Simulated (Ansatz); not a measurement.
LuAlN$_{2}$:
```yaml
crystal:
  lattice:
    - [3.42499, 0.00000, 0.00000]
    - [-1.71249, 2.96613, 0.00000]
    - [0.00000, 0.00000, 5.41601]
  atoms:
    - { symbol: Lu, position: [0.33333, 0.66667, 0.99468] }
    - { symbol: N, position: [0.33333, 0.66667, 0.41341] }
    - { symbol: Al, position: [0.66667, 0.33333, 0.50786] }
    - { symbol: N, position: [0.66667, 0.33333, 0.85405] }
```

Relaxed with PBE. Special points in fractions of this cell's reciprocal vectors: Γ (0.000, 0.000, 0.000); M (0.500, 0.000, 0.000); K (0.333, 0.333, 0.000); A (0.000, 0.000, 0.500); L (0.500, 0.000, 0.500); H (0.333, 0.333, 0.500).

**Question.** List the band energies nearest the valence-band maximum at these points for the program Ansatz at the PBE with spin–orbit coupling level (PAW).

**Answer.** In eV from the valence-band maximum; about four levels below and three above (degenerate sets whole), none deeper than 8.9 eV; points with the same levels are listed once.

```csv
k,below,above
Γ,-0.91 -0.91 -0.73 -0.73,1.95 1.95 5.98 5.98
M,-0.72 -0.72 -0.48 -0.48,3.41 3.41 4.18 4.18
K,-1.33 -1.13 -0.40 -0.32,3.00 3.13 4.88
A,-0.90 -0.90 -0.89 -0.89,3.51 3.51 5.02 5.02
L,-0.50 -0.50 -0.26 -0.26,3.48 3.48 3.94 3.94
H,-1.06 -0.94 -0.11 0.00,3.00 3.03 4.15
```

Space group P3m1. The start of the workflow was typed in or built on a structure type; neither database checked (COD, Materials Project) lists it. Whether it is the stable phase at ambient conditions was not checked. The PBE relaxation kept the symmetry of its start; its stability against distortions is not shown here.

Potentials: the earlier of the program's two PAW sets.
